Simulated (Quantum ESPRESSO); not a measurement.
**Electric field gradients in Ca3MgO4 (changed cell)**

```xyz
8
Lattice="4.7213 0.0000 0.0000 0.0000 4.7213 0.0000 0.0000 0.0000 4.7213" Properties=species:S:1:pos:R:3 pbc="T T T"
Mg     0.0000     0.0000     0.0000
O      2.3607     0.0000     0.0000
Ca     0.0000     2.3607     2.3607
O      2.3607     2.3607     2.3607
Ca     2.3607     0.0000     2.3607
O      0.0000     0.0000     2.3607
Ca     2.3607     2.3607     0.0000
O      0.0000     2.3607     0.0000
```
The cell was made here from a computed Materials Project entry: one of 4 Ca replaced by Mg, cell and atoms relaxed (PBE without dispersion, pw.x of a modified build of Quantum ESPRESSO, symmetry kept). The parent is CaO in Fm-3m. The swapped cell is a model, not a known phase. Stability against distortions was not tested.

Principal values are ordered |Vxx| ≤ |Vyy| ≤ |Vzz|, η = (Vxx − Vyy)/Vzz, and C_Q = eQVzz/h is given by its size. Cores are frozen. Against all-electron runs on small test molecules, this scheme's |Vzz| missed by −2 to +6 % on O.

Quadrupole moments taken as inputs (sizes, barn, from the tables of PySCF and pymatgen): ²⁵Mg 0.199, ¹⁷O 0.0256, ⁴³Ca 0.0408.

**Question.** What do the calculations give at each independent site (field gradients by a PBE PAW density (pw.x of Quantum ESPRESSO, JTH datasets) with the all-electron reconstruction of Petrilli and co-workers, 22.5 Ha, k-mesh 5×5×5 through Γ)?

**Answer.** 
```json
[
 {"site": "Mg (atom 1)", "site symmetry": "m-3m", "Vzz (10²¹ V/m²)": "0", "η_Q": "–", "∣C_Q∣ (MHz)": "0 (²⁵Mg)"},
 {"site": "O1 (atoms 2, 6, 8)", "site symmetry": "4/mmm", "Vzz (10²¹ V/m²)": "5.21", "η_Q": "0.00", "∣C_Q∣ (MHz)": "3.22 (¹⁷O)"},
 {"site": "Ca (atoms 3, 5, 7)", "site symmetry": "4/mmm", "Vzz (10²¹ V/m²)": "under 0.2", "η_Q": "–", "∣C_Q∣ (MHz)": "under 0.19 (⁴³Ca)"},
 {"site": "O2 (atom 4)", "site symmetry": "m-3m", "Vzz (10²¹ V/m²)": "0", "η_Q": "–", "∣C_Q∣ (MHz)": "0 (¹⁷O)"}
]
```
